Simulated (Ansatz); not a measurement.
Task: Each is relaxed and computed with PBEsol (plane waves, PAW; program Ansatz). Which is the only metal?
A. NbPO5, P4/nmm (Nb on 2c, P on 2b, O on 8i, O on 2c)
B. SnO2, P4_2/nmc (Sn on 2a, O on 4d)
C. Ag3P11, Cm (Pearson symbol mS28)
D. EuSnP, P4/nmm (P on 2c, Eu on 2c, Sn on 2c)

Result: D, EuSnP, P4/nmm (P on 2c, Eu on 2c, Sn on 2c). EuSnP: metal; NbPO5: gap 3.28 eV (indirect); SnO2: gap 0.93 eV (indirect); Ag3P11: gap 0.65 eV (indirect). Caveat: open 4f shells can settle in a state that is not the lowest. Spin orders computed, not proven ground states: EuSnP, P4/nmm (P on 2c, Eu on 2c, Sn on 2c) ferromagnetic. Constructed cells (a structure type filled with these elements, in neither database checked): SnO2, P4_2/nmc (Sn on 2a, O on 4d). Not the usual ambient phase: SnO2, P4_2/nmc (Sn on 2a, O on 4d). Standing as an ambient phase not checked: EuSnP, P4/nmm (P on 2c, Eu on 2c, Sn on 2c); NbPO5, P4/nmm (Nb on 2c, P on 2b, O on 8i, O on 2c); Ag3P11, Cm (Pearson symbol mS28). Unstable at this level: SnO2, P4_2/nmc (Sn on 2a, O on 4d). All cells were relaxed under the symmetry of their starts (and spin orders); stability against distortions was not tested throughout. Rows with no word on spin ran without spin polarisation. No Hubbard U is applied. Spin–orbit coupling is left out wherever it is not named.

Potentials: the later of the program's two PAW sets.
